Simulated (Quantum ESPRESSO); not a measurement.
Band energies of RhCuO2

```xyz
4
Lattice="1.5355 0.8865 5.6375 -1.5355 0.8865 5.6375 0.0000 -1.7731 5.6375" Properties=species:S:1:pos:R:3 pbc="T T T"
O      0.0000     0.0000    15.0920
O      0.0000     0.0000     1.8205
Cu     0.0000     0.0000     0.0000
Rh     0.0000     0.0000     8.4562
```

PBEsol (Quantum ESPRESSO, PseudoDojo norm-conserving, 92 Ry, no spin-orbit coupling); path ΓLB1,BZΓX,QFP1Z,LP; energies in eV from the valence-band maximum.

| k (1/Å) | point | band 20 | band 21 | band 22 | band 23 | band 24 | band 25 | band 26 | band 27 |
|---|---|---|---|---|---|---|---|---|---|
| 0.00 | Γ | -1.95 | -1.95 | -1.62 | -1.62 | -0.77 | 2.11 | 2.87 | 2.87 |
| 0.22 |  | -1.97 | -1.90 | -1.51 | -1.39 | -0.74 | 2.22 | 2.63 | 2.80 |
| 0.54 |  | -1.93 | -1.72 | -1.23 | -0.74 | -0.59 | 1.89 | 2.55 | 2.67 |
| 0.87 |  | -1.66 | -1.50 | -0.98 | -0.60 | -0.43 | 1.77 | 2.44 | 2.86 |
| 1.20 | L | -1.42 | -1.41 | -0.86 | -0.65 | -0.60 | 1.95 | 2.47 | 3.00 |
| 1.52 |  | -1.59 | -1.38 | -1.09 | -0.48 | -0.39 | 1.94 | 2.07 | 3.54 |
| 1.84 |  | -1.65 | -1.35 | -1.33 | -0.44 | -0.06 | 1.87 | 1.95 | 4.91 |
| 1.95 | B1 | -1.68 | -1.35 | -1.32 | -0.51 | -0.01 | 1.95 | 1.97 | 4.47 |
| 1.95 | B | -1.68 | -1.35 | -1.32 | -0.51 | -0.01 | 1.95 | 1.97 | 4.47 |
| 2.05 |  | -1.72 | -1.33 | -1.26 | -0.61 | -0.05 | 1.99 | 2.00 | 3.88 |
| 2.38 |  | -1.85 | -1.17 | -1.01 | -0.70 | -0.67 | 1.36 | 2.02 | 3.75 |
| 2.70 |  | -1.78 | -1.68 | -1.00 | -0.80 | -0.30 | 1.30 | 2.23 | 3.85 |
| 3.03 |  | -1.84 | -1.77 | -1.11 | -1.05 | -0.24 | 2.14 | 2.51 | 3.48 |
| 3.24 | Z | -1.81 | -1.81 | -1.16 | -1.16 | -0.26 | 2.56 | 2.56 | 3.23 |
| 3.35 |  | -1.80 | -1.80 | -1.22 | -1.22 | -0.28 | 2.59 | 2.59 | 3.01 |
| 3.69 |  | -1.90 | -1.90 | -1.60 | -1.60 | -0.68 | 2.15 | 2.84 | 2.84 |
| 3.80 | Γ | -1.95 | -1.95 | -1.62 | -1.62 | -0.77 | 2.11 | 2.87 | 2.87 |
| 4.00 |  | -1.96 | -1.92 | -1.48 | -1.45 | -0.75 | 2.20 | 2.65 | 2.83 |
| 4.30 |  | -1.97 | -1.74 | -1.05 | -0.95 | -0.62 | 2.07 | 2.09 | 3.00 |
| 4.60 |  | -1.77 | -1.54 | -0.77 | -0.48 | -0.48 | 1.60 | 1.88 | 3.50 |
| 4.90 |  | -1.62 | -1.48 | -0.97 | -0.33 | -0.32 | 1.67 | 1.93 | 4.17 |
| 5.20 | X | -1.63 | -1.38 | -1.31 | -0.49 | -0.02 | 1.90 | 1.98 | 4.75 |
| 5.20 | Q | -1.63 | -1.38 | -1.31 | -0.49 | -0.02 | 1.90 | 1.98 | 4.75 |
| 5.41 |  | -1.63 | -1.36 | -1.11 | -0.68 | -0.03 | 1.90 | 2.18 | 3.78 |
| 5.74 |  | -1.43 | -1.41 | -0.84 | -0.83 | -0.23 | 1.77 | 2.66 | 2.90 |
| 5.84 | F | -1.41 | -1.41 | -0.85 | -0.81 | -0.25 | 1.75 | 2.76 | 2.78 |
| 5.84 | P1 | -1.41 | -1.41 | -0.85 | -0.84 | -0.32 | 1.74 | 2.68 | 2.85 |
| 5.94 |  | -1.43 | -1.39 | -0.87 | -0.83 | -0.41 | 1.44 | 2.64 | 3.12 |
| 6.22 |  | -1.58 | -1.53 | -1.24 | -0.66 | -0.49 | 0.93 | 2.46 | 3.75 |
| 6.50 |  | -1.78 | -1.72 | -1.12 | -0.74 | -0.26 | 1.36 | 2.42 | 3.77 |
| 6.78 |  | -1.84 | -1.78 | -1.13 | -1.07 | -0.25 | 2.22 | 2.53 | 3.44 |
| 6.97 | Z | -1.81 | -1.81 | -1.16 | -1.16 | -0.26 | 2.56 | 2.56 | 3.23 |
| 6.97 | L | -1.42 | -1.41 | -0.86 | -0.65 | -0.60 | 1.95 | 2.47 | 3.00 |
| 7.34 | P | -1.41 | -1.41 | -0.85 | -0.84 | -0.32 | 1.74 | 2.68 | 2.85 |

The PBEsol gap is 0.68 eV; at least one edge lies off the plotted path, at a point of the SCF mesh. The smallest direct gap is 1.01 eV. Another valence extremum on the path lies within 0.02 eV, too close to call.

Spin-orbit splittings are left out. The 3d shell has no Hubbard U; the runs are without spin polarisation, and magnetic order was not tried.

Geometry relaxed with PBEsol.
